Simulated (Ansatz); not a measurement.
A relaxed structure of CuI is spoiled in several ways and relaxed again each time (noise and exchanges are one random draw each; pressure is positive under compression). Calculation: PBEsol (plane waves to 420 eV, PAW, scalar-relativistic; Ansatz, a program for electronic structure).

```cif
data_Cu4I4
_chemical_formula_sum 'I4 Cu4'
_space_group_name_H-M_alt 'F-43m'
_space_group_IT_number 216
_space_group_name_Hall 'F -4 2 3'
_cell_length_a 5.93903
_cell_length_b 5.93903
_cell_length_c 5.93903
_cell_angle_alpha 90.000
_cell_angle_beta 90.000
_cell_angle_gamma 90.000
loop_
_atom_site_label
_atom_site_type_symbol
_atom_site_symmetry_multiplicity
_atom_site_Wyckoff_symbol
_atom_site_fract_x
_atom_site_fract_y
_atom_site_fract_z
_atom_site_occupancy
I1 I 4 c 0.25000 0.25000 0.25000 1
Cu1 Cu 4 a 0.00000 0.00000 0.00000 1
```
(The calculation used a cell of 2 atoms; values per cell refer to that cell.)

| change | first pressure (GPa) | first V (Å³/atom) | released (eV/atom) | moves | outcome | final group | E − E(parent) (eV/atom) |
|---|---|---|---|---|---|---|---|
| with every coordinate shifted by Gaussian noise of σ = 0.1 Å | 1.7 | 26.19 | 0.064 | 3 | returns to the parent | F-43m | 0.000 |
| with every coordinate shifted by Gaussian noise of σ = 0.1 Å | 1.4 | 26.19 | 0.049 | 4 | returns to the parent | F-43m | 0.000 |
| deformed by the Cartesian strain tensor (xx, yy, zz, yz, xz, xy) = (-0.082, 0.099, 0.015, -0.076, -0.002, 0.082) | 2.5 | 26.50 | 0.17 | 7 | returns to the parent | F-43m | 0.000 |
| doubled along one cell vector, shaken by Gaussian noise of σ = 0.08 Å a coordinate | 0.1 | 26.19 | 0.006 | 3 | returns to the parent | F-43m | 0.000 |

First-step values come from each run's starting, coarser k-mesh (7×7×7, 7×7×6, 7×7×4). Each cell has its own k-point mesh; energy differences are given only to the digits this allows. No spin polarisation in the result.
